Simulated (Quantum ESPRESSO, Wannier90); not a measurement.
# PbSe (Cmcm), plane waves to Wannier functions

```
begin unit_cell_cart
ang
    4.3097500000    0.0000000000    0.0000000000
    0.0000000000    0.0000000000   -4.4504900000
   -2.1548750000    6.1339450000    0.0000000000
end unit_cell_cart
begin atoms_frac
Pb   0.3682400000  0.2500000000 -0.2635200000
Pb  -0.3682400000 -0.2500000000  0.2635200000
Se   0.1387100000  0.2500000000  0.2774200000
Se  -0.1387100000 -0.2500000000 -0.2774200000
end atoms_frac
```

Materials Project entry mp-1063670; symmetrised, unrelaxed at this level. Not found in the COD (Crystallography Open Database) copy used, which has the formula in other groups; not checked further. Method: PBEsol plane waves in Quantum ESPRESSO 7.5 (PseudoDojo norm-conserving files, 69 Ry, spinors with spin-orbit coupling), Bloch states on a 4×4×4 mesh through Γ, Wannier90 4.0.1. Density: 8×8×8 mesh, Gaussian smearing 0.01 Ry.

A tight-binding model is made by disentanglement and projection with no localisation steps (num_iter = 0), so the 32 orbitals stay atom-like: hydrogen-like Pb: s;p; Se: s;p, axes along x, y, z; frozen window up to 5.38 eV relative to the valence-band maximum. It follows pw.x to 8.7 meV rms for states up to 1.4 eV relative to the valence-band maximum. Matrix elements depend on this choice of orbitals and windows.

Question: What are the on-site energies relative to the valence-band maximum, and how fast do the hoppings decay?

Answer: 
```csv
atom,orbitals,energy (eV)
Pb1,s↑ s↓,-6.62
Pb1,pz↑ pz↓,1.98
Pb1,px↑ px↓,1.96
Pb1,py↑ py↓,1.81
Pb2,s↑ s↓,-6.62
Pb2,pz↑ pz↓,1.98
Pb2,px↑ px↓,1.96
Pb2,py↑ py↓,1.81
Se3,s↑ s↓,-11.41
Se3,pz↑ pz↓ px↑ px↓,-0.82
Se3,py↑ py↓,-0.93
Se4,s↑ s↓,-11.41
Se4,pz↑ pz↓ px↑ px↓,-0.82
Se4,py↑ py↓,-0.93
```

```json
[
 {"distance of the centres (Å)": "2–3", "largest modulus (eV)": "1.6"},
 {"distance of the centres (Å)": "3–4", "largest modulus (eV)": "2.1"},
 {"distance of the centres (Å)": "4–5", "largest modulus (eV)": "0.37"},
 {"distance of the centres (Å)": "5–6", "largest modulus (eV)": "0.089"},
 {"distance of the centres (Å)": "6–7", "largest modulus (eV)": "0.17"},
 {"distance of the centres (Å)": "7–8", "largest modulus (eV)": "0.031"}
]
```

Effective spin-orbit constants λ of λ L·S, from the same-site elements px↑–py↑ (λ/2) and dx2-y2↑–dxy↑ (λ), where they are among the larger elements: Pb1 p 1.1 eV, Pb2 p 1.1 eV.
